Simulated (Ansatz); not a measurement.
A geometry of Mg(AlC)2 away from equilibrium: the start of the relaxation of a relaxed Mg(AlC)2 cell, doubled along one cell vector, shaken by Gaussian noise of σ = 0.08 Å a coordinate. These are r2SCAN (plane waves to 500 eV, PAW, scalar-relativistic; Ansatz, a first-principles code) values and carry that method's errors. Γ-centred k-mesh 8×8×2 on the run's cell (coarser than for final values), Fermi–Dirac smearing 0.05 eV.

```xyz
10
Lattice="3.3726 0.0000 0.0000 -1.6863 2.9208 0.0000 0.0000 0.0000 11.5695" Properties=species:S:1:pos:R:3 pbc="T T T"
Mg     0.0003     0.0337     0.0320
Mg    -0.0292    -0.1501     5.7470
Al     1.7455     0.9417     2.0708
Al     1.6759     1.1187     7.8806
Al    -0.1079     1.8462     3.6101
Al     0.0716     1.8410     9.5420
C     -0.1109     2.0369     1.6009
C     -0.0521     1.9705     7.3649
C      1.6923     0.8734     4.2734
C      1.5192     0.9778     9.8520
```

### Question
Which atoms carry the largest force, and which way does it point?

### Answer
6.84 eV/Å, on Al6 (atoms numbered as listed); on Al6 its components are (-5.58, 3.73, -1.30).

### Question
What is the pressure?

### Answer
+6.6 GPa, compression positive.

No spin polarisation in the result.

The cell that was disturbed is our relaxation of an entry of Materials Project.
